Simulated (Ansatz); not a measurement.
Theory: DFT PBE, scalar-relativistic, plane waves, PAW in Ansatz 0.2.0. Plane waves to 420 eV, a 6×6×6 mesh through Γ for the 12-atom cell and 0.10 eV Gaussian smearing; collinear spin.

Formation energies are uncorrected and refer to the elements' standard structures at the same level.

Task: Find a candidate trigonal metal made of Mo, S and V, with a formation energy near −0.81 eV/atom, a density near 3.5 g/cm³ and a net moment near 0.1 μB per atom, in a cell of 12 atoms.

Result: V₃MoS₈, space group R-3m (No. 166). V is surrounded by 6 S at 2.35–2.36 Å, 4 V at 3.19 Å and 2 Mo at 3.19 Å; Mo has 6 S at 2.41 Å and 6 V at 3.19 Å; around S on a site of symmetry m lie 2 V at 2.36 Å and 1 Mo at 2.41 Å; S on a site of symmetry 3m has 3 V at 2.35 Å.

```cif
data_structure
_symmetry_space_group_name_H-M 'R-3m:H'
_symmetry_Int_Tables_number 166
_cell_length_a 6.3806
_cell_length_b 6.3806
_cell_length_c 20.5275
_cell_angle_alpha 90.000
_cell_angle_beta 90.000
_cell_angle_gamma 120.000
_cell_volume 723.74
loop_
_atom_site_label
_atom_site_type_symbol
_atom_site_symmetry_multiplicity
_atom_site_Wyckoff_symbol
_atom_site_fract_x
_atom_site_fract_y
_atom_site_fract_z
_atom_site_occupancy
V1 V 9 d 0.66667 0.83333 0.83333 1
Mo1 Mo 3 b 0.66667 0.33333 0.83333 1
S1 S 18 h 0.83719 0.16281 0.90658 1
S2 S 6 c 0.33333 0.66667 0.90466 1
```

The volume per atom is 20.1 Å³. The density is 3.5 g/cm³ and the formation energy is −0.81 eV/atom. The gap on the 6×6×6 mesh of the 12-atom cell is 0 eV (a metal). The net moment per atom is 0.11 μB. The moment by site is V -0.3 (×3) μB.

The cell was found from a structure generator's guess, not taken from experiment. Other answers may fit too; this one was computed.

Weakly bound directions are ill-defined at this level, which has no dispersion term. No Hubbard U is applied to the 3d shell of V. The reference form of S is held partly by dispersion forces, which this level lacks. The magnetic state reached may not be the lowest. Symmetry constrained the relaxation, so the result can be a saddle point. Site moments count only spheres around the atoms; the net moment includes the space between them.
